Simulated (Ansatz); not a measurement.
Values for one crystal, relaxed and computed with the program Ansatz at the PBE level (PAW); other levels are named.

Volume per atom: 15.10 Å³
Electronic character: metallic (no gap)
Bulk modulus (Birch–Murnaghan fit): 212 GPa
Density of states at the Fermi level: 0.79 states/eV per atom (mean over ±0.08 eV)
Pressure derivative B′: 4.2
Formation energy from the elements (no fitted shifts): 0.041 eV/atom
Gap with spin–orbit coupling: none (metallic)

### Question
Which compound is it?
A) MoSe2, P4_2/mnm (Mo on 2a, Se on 4f)
B) WC, NiAs type
C) ZrC, rock salt
D) ScMo3C, anti-perovskite

### Answer
D, ScMo3C, anti-perovskite

Space group Pm-3m (anti-perovskite). The start of the workflow was typed in or built on a structure type; neither database checked (COD, Materials Project) lists it. Its standing as an ambient phase is unchecked. Symmetry was held in the PBE relaxation; whether a distortion lowers the energy is not shown. The run is not spin-polarised. The references are the lowest solids computed at this level, not always the standard phases. Scalar-relativistic: spin–orbit coupling is off unless named, which matters more the heavier the elements.

Potentials: the later of the program's two PAW sets.
